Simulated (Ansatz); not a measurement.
Mn$_{2}$SiB$_{2}$ in space group Cmmm (No. 65; Si on 2a, Mn on 4j, B on 4i), plane-wave PAW PBE (Ansatz code), all energies at zero smearing, with the estimated change up to a 700 eV cutoff added, with one set of potentials and settings (totals compare only within such a set). Cell of 5 atoms (1 Si, 2 Mn, 2 B): -8747.089 eV.

```
element                              reference phase  E (eV/atom)
-------  -------------------------------------------  -----------
Si                        Fd-3m, 2 atoms in the cell    -635.8114
Mn       I-43m, 29 atoms in the cell, spin-polarised   -3898.8678
B                         R-3m, 12 atoms in the cell    -155.9170
```

Formation energy per atom, worked out: (-8747.089 − 1×(-635.8114) − 2×(-3898.8678) − 2×(-155.9170))/5 = -0.342 eV/atom (-33 kJ per mol of atoms), at 0 K, without zero-point energy or fitted corrections.

The start of the workflow was typed in or built on a structure type; neither database checked (COD, Materials Project) lists it. Whether it is the stable phase at ambient conditions was not checked. The cell was relaxed with PBE under the symmetry of its start; its stability against distortions is not shown here. Magnetic state: ferromagnetic, chosen from 2 collinear starts compared on coarse meshes (ties went to the first, and starts can fall back to one state), not a proven ground state. The references are the lowest solids computed at this level, not always the standard phases.

Potentials: the earlier of the program's two PAW sets.
